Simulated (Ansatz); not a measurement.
Relaxed TiAu (CsCl type):

```yaml
crystal:
  lattice:
    - [6.37661, 0.00000, 0.00000]
    - [3.18830, 3.18830, 0.00000]
    - [0.00000, 0.00000, 3.18830]
  atoms:
    - { symbol: Ti, position: [0.00000, 0.50000, 0.50000] }
    - { symbol: Ti, position: [0.50000, 0.50000, 0.50000] }
    - { symbol: Au, position: [0.00000, 0.00000, 0.00000] }
    - { symbol: Au, position: [0.50000, 0.00000, 0.00000] }
```

The atoms are displaced by Q × the pattern below (from a DFPT mode at M = (0.5, 0.5, 0.0), largest move 1; Q in Å), at fixed cell. (q is in reciprocal vectors of the primitive cell; the cell shown is doubled to hold the pattern.)

```json
[
 {"atom": "Au3", "x": "0.000", "y": "0.000", "z": "-1.000"},
 {"atom": "Au4", "x": "0.000", "y": "0.000", "z": "1.000"}
]
```

Atoms not listed stay in place.

Computed with LDA (plane waves to 420 eV, PAW, scalar-relativistic; Ansatz, a first-principles code). k mesh 15×15×15 (Γ-centred), Fermi-Dirac smearing 0.05 eV. The energy includes the smearing's −TS. With partly filled bands, energies and forces of such displacements shift with the k mesh and the smearing. Spin-orbit coupling is left out, though Au is heavy. TiAu is run without spin polarisation. TiAu was relaxed with its symmetry unable to fall. ΔE is measured from the undisplaced structure.

Successive frames, forces in eV/Å:

| frame | ΔE (eV/cell) | F on Ti1 | F on Ti2 | F on Au3 | F on Au4 |
|---|---|---|---|---|---|
| Q = -0.047 Å | 0.001 | (0.000, 0.000, 0.000) | (0.000, 0.000, 0.000) | (0.000, 0.000, -0.019) | (0.000, 0.000, 0.019) |
| Q = 0.000 Å | 0.000 | (0.000, 0.000, 0.000) | (0.000, 0.000, 0.000) | (0.000, 0.000, 0.000) | (0.000, 0.000, 0.000) |
| Q = 0.047 Å | 0.001 | (0.000, 0.000, 0.000) | (0.000, 0.000, 0.000) | (0.000, 0.000, 0.019) | (0.000, 0.000, -0.019) |
| Q = 0.093 Å | 0.004 | (0.000, 0.000, 0.000) | (0.000, 0.000, 0.000) | (0.000, 0.000, 0.060) | (0.000, 0.000, -0.060) |

### Question
What are the energy and the forces in the next frame, Q = 0.140 Å?

### Answer
ΔE (eV/cell) = 0.013.

```json
[
 {"atom": "Ti1", "Fx": "0.000", "Fy": "0.000", "Fz": "0.000"},
 {"atom": "Ti2", "Fx": "0.000", "Fy": "0.000", "Fz": "0.000"},
 {"atom": "Au3", "Fx": "0.000", "Fy": "0.000", "Fz": "0.137"},
 {"atom": "Au4", "Fx": "0.000", "Fy": "0.000", "Fz": "-0.137"}
]
```

(For displaced atoms, the force is minus the slope of the energy, and its curvature is a force constant, which sets phonon frequencies.)
